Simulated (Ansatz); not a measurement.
A geometry of ZnCu away from equilibrium: step 2 of the relaxation of a relaxed ZnCu cell with every coordinate shifted by Gaussian noise of σ = 0.3 Å. These are PBEsol (plane waves to 420 eV, PAW, scalar-relativistic; Ansatz, a first-principles code) values and carry that method's errors. Γ-centred k-mesh 11×11×11 on the run's cell (coarser than for final values), Fermi–Dirac smearing 0.05 eV.

```xyz
2
Lattice="2.9106 -0.0020 0.0023 -0.0020 2.9032 0.0081 0.0023 0.0081 2.9013" Properties=species:S:1:pos:R:3:forces:R:3 pbc="T T T" free_energy=-9869.838 pressure_GPa=1.6
Zn     1.4941     1.5522     1.3617   -0.1689   -0.5129    0.5623
Cu     0.0108     0.0084     0.0050    0.1688    0.5128   -0.5621
```

Positions in Å, forces in eV/Å, free energy of the cell in eV (comparable only within this code, potentials and settings). Largest force: 0.78 eV/Å, on Zn1, Cu2 (atoms numbered as listed); the geometry lies 0.03 eV/atom above the end of its relaxation.

No spin polarisation in the result.
